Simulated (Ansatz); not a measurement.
## SrAu2Cl2: reading a single point

```yaml
crystal:
  lattice:
    - [0.00000, 4.61661, 0.00000]
    - [4.61661, 0.00000, 0.00000]
    - [2.30830, 2.30830, -5.35611]
  atoms:
    - { symbol: Au, position: [0.75000, 0.25000, 0.50000] }
    - { symbol: Au, position: [0.25000, 0.75000, 0.50000] }
    - { symbol: Sr, position: [0.00000, 0.00000, 0.00000] }
    - { symbol: Cl, position: [0.36300, 0.36300, 0.27400] }
    - { symbol: Cl, position: [0.63700, 0.63700, 0.72600] }
```

Level: r2SCAN, no spin polarisation; 500 eV; 8×8×8 Γ-centred mesh; fermi-dirac occupations (width 0.1 eV); Ansatz 0.2.0, fixed geometry.

**Stress.** The pressure is 8.3 GPa (compression positive), so with the atoms held at these fractions the cell would first expand; the forces are large, so a full relaxation may end otherwise. The principal stresses 7.6, 8.6, 8.6 GPa differ, so its shape would change too.
**Formation energy.** -0.29 eV an atom against the elements' usual phases (free molecules for gases, crystals otherwise, with no correction for O₂ or N₂), so it is bound against them; other compounds may still compete. Relaxing would lower it.
**Charges.** Bader charges in e: Sr +1.54, Au -0.18, Cl -0.59. In the mean Sr gives up most and Cl takes most.
**Electronic structure.** It is a metal, with about 2.3 states/eV a cell as the mean within 0.25 eV of the Fermi level, mostly Au s (55 %) and Cl p (18 %).
**Contacts.** Au–Cl at 2.61 Å: least valence density 0.36 e/Å³ and ELF 0.16 there. Cl–Cl at 2.94 Å: least valence density 0.16 e/Å³ and ELF 0.07 there. Sr–Au at 3.54 Å: least valence density 0.07 e/Å³ and ELF 0.06 there. Both are smooth PAW fields, read partly inside the augmentation spheres.
**Forces.** The largest is on Cl4 (and as large on other atoms): 1.29 eV/Å, components (0.00, 0.00, 1.29). It makes 118° with the line to a nearest neighbour, Au1 at 2.61 Å.

Origin: a known structure type with other elements, at an estimated volume, so it need not be a known compound. Caveats: many states at the Fermi level without spin polarisation, so a magnetic state may lie lower.
